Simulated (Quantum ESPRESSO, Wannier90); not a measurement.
# Tight-binding from DFT: PbF₄ (I4/mmm)

```xyz
5
Lattice="4.2935 0.0000 0.0000 0.0000 4.2935 0.0000 -2.1467 -2.1467 3.9330" Properties=species:S:1:pos:R:3 pbc="T T T"
Pb     0.0000     0.0000     0.0000
F     -2.1468    -2.1468     1.9520
F      2.1468     2.1468    -1.9520
F      0.0000     2.1467     0.0000
F      2.1467     0.0000     0.0000
```

Materials Project entry mp-341; symmetrised, unrelaxed at this level. COD (Crystallography Open Database) has an entry of this formula and space group (matched by these alone). Level: PBEsol, no spin polarisation, no spin-orbit coupling; pw.x of Quantum ESPRESSO at 68 Ry with PseudoDojo potentials, 6×6×6 k-points, Wannier90. Density: 8×8×8 mesh, cold smearing 0.01 Ry. The cell is built of weakly bound layers, chains or molecules. Database cells relaxed without dispersion often hold them too far apart, which can enlarge gaps and weakens couplings between them; spacing and stacking were not compared with the measured crystal. Spin-orbit coupling is left out although heavy elements are present.

Bands 10-21 form an isolated set from -7.43 to 0.00 eV relative to the valence-band maximum (on the path) and are turned into 12 Wannier functions by minimising the spread from the start: atomic waves F 2p.

Centres (Cartesian, Å; one of the equivalent choices) and spreads:

```json
[
 {"n": "1", "x": "-2.147", "y": "-2.147", "z": "2.277", "spread (Å²)": "1.282", "nearest atom": "F2"},
 {"n": "2", "x": "-2.147", "y": "-2.147", "z": "2.001", "spread (Å²)": "0.606", "nearest atom": "F2"},
 {"n": "3", "x": "-2.147", "y": "-2.147", "z": "2.001", "spread (Å²)": "0.606", "nearest atom": "F2"},
 {"n": "4", "x": "2.147", "y": "2.147", "z": "-2.277", "spread (Å²)": "1.282", "nearest atom": "F3"},
 {"n": "5", "x": "2.147", "y": "2.147", "z": "-2.001", "spread (Å²)": "0.606", "nearest atom": "F3"},
 {"n": "6", "x": "2.147", "y": "2.147", "z": "-2.001", "spread (Å²)": "0.606", "nearest atom": "F3"},
 {"n": "7", "x": "0.000", "y": "2.147", "z": "0.000", "spread (Å²)": "0.593", "nearest atom": "F4"},
 {"n": "8", "x": "0.000", "y": "2.147", "z": "0.000", "spread (Å²)": "0.619", "nearest atom": "F4"},
 {"n": "9", "x": "0.000", "y": "2.147", "z": "0.000", "spread (Å²)": "1.229", "nearest atom": "F4"},
 {"n": "10", "x": "2.147", "y": "0.000", "z": "0.000", "spread (Å²)": "0.593", "nearest atom": "F5"},
 {"n": "11", "x": "2.147", "y": "0.000", "z": "0.000", "spread (Å²)": "1.229", "nearest atom": "F5"},
 {"n": "12", "x": "2.147", "y": "0.000", "z": "0.000", "spread (Å²)": "0.619", "nearest atom": "F5"}
]
```

Ω_I = 9.67 Å², Ω_total = 9.87 Å²; the interpolated bands follow pw.x to 0.3 meV rms on the path. Only this start was tried; a symmetric start can stop on a saddle, and mixtures of these functions could lower the total by at most Ω_total − Ω_I.
